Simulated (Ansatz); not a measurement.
The cell below belongs to a search over invented structures; it isn't taken from experiment.

Input and command of a plane-wave DFT calculation in Ansatz:

```yaml
crystal:
  lattice:
    - [4.25427844, 0.0, 0.0]
    - [0.0, 4.25427844, 0.0]
    - [0.0, 0.0, 3.49689218]
  atoms:
    - { symbol: Mg, position: [0.81549921, 0.0, 0.5] }
    - { symbol: Mg, position: [0.18450079, 0.0, 0.5] }
    - { symbol: Mg, position: [0.0, 0.81549921, 0.5] }
    - { symbol: Mg, position: [0.0, 0.18450079, 0.5] }
    - { symbol: Br, position: [0.5, 0.5, 0.5] }
basis:
  ecutwfc: 420
kpoints:
  mp_grid: { grid: [4, 4, 6] }
hamiltonian:
  xc: pbe
scf:
  occupations: { method: gaussian, width: 0.1 }
  lower_state_search: "off"
output:
  forces: true
  stress: true
  eigenvalues: true
relax:
  adjacent_minimum: "off"
  f_tol: 0.04
  max_steps: 70
  cell: { stress_tol: 0.4 }
```

```bash
ansatz run input.yaml --threads 1 --pin off --max-ram 2048MiB --backend cpu --events-out ev --progress --plain --runs-dir out
```

Processor: Arm Neoverse V1, 1 thread, on a host shared with other jobs.

Estimate time, memory and problem size.

About 90 s, peak memory 0.41 GiB. It solves 29 bands at 24 k points (after reduction by symmetry) with about 2967 plane waves (on the last cell), in 157 SCF iterations over 21 ionic steps.
